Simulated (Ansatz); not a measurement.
Data sheet: PW (DFT)

PW:
```
CELL_PARAMETERS angstrom
      2.98590     0.00000     0.00000
      0.00000     2.98590     0.00000
      0.00000     0.00000     2.98590
ATOMIC_POSITIONS crystal
  W  0.00000 0.00000 0.00000
  P  0.50000 0.50000 0.50000
```

Space group Pm-3m (No. 221), CsCl type; conventional cell a = 2.9859 Å, b = 2.9859 Å, c = 2.9859 Å, α = 90.00°, β = 90.00°, γ = 90.00°.

Method: PBEsol (plane waves, PAW; program Ansatz). Structure relaxed to zero pressure with the same functional. Other levels are named where they apply.

**Cell and energy**

```yaml
volume_per_atom: 13.31 Å³
density: 13.40 g/cm³
Formation energy from the elements (no fitted shifts): -0.23 eV/atom
```

**Electronic structure**

```yaml
electronic_character: metallic (no gap)
Density of states at the Fermi level: 0.58 states/eV per atom (mean over ±0.08 eV)
Gap with spin–orbit coupling: none (metallic)
```

**Mechanics**

```yaml
Bulk modulus (Birch–Murnaghan fit): 278 GPa
Pressure derivative B′: 4.5
Elastic constants (relaxed ions, GPa): C11 = 516, C12 = 159, C44 = 148
mechanical_stability: stable (all eigenvalues of C positive)
hill_bulk_and_shear_moduli: 278 and 160 GPa
Young's modulus: 402 GPa
Poisson's ratio: 0.26
debye_temperature_from_the_elastic_constants: 482 K
```

**Phonons**

```yaml
highest_zone_centre_frequency: 218 cm⁻¹
zone_centre_stability: no imaginary mode at Γ
```

A made-up cell: these elements were put on the sites of a structure type; neither database checked (COD, Materials Project) lists it. COD files the formula under space group No. 62. Whether it is the stable phase at ambient conditions was not checked. The cell was relaxed with PBEsol under the symmetry of its start. The run is not spin-polarised. As this level gives no gap, shear constants depend on the k-mesh and smearing (Fermi–Dirac, 0.1 eV here). As this level gives no gap, phonon frequencies hold no LO–TO term and depend on the k-mesh and smearing (Fermi–Dirac, 0.1 eV here). The references are the lowest solids computed at this level, not always the standard phases. Scalar-relativistic: spin–orbit coupling is off unless named, which matters more the heavier the elements.

Potentials: the earlier of the program's two PAW sets. The files were generated under PBE; for other functionals the program regenerates the frozen cores, and for LDA and PBEsol the local potential too.
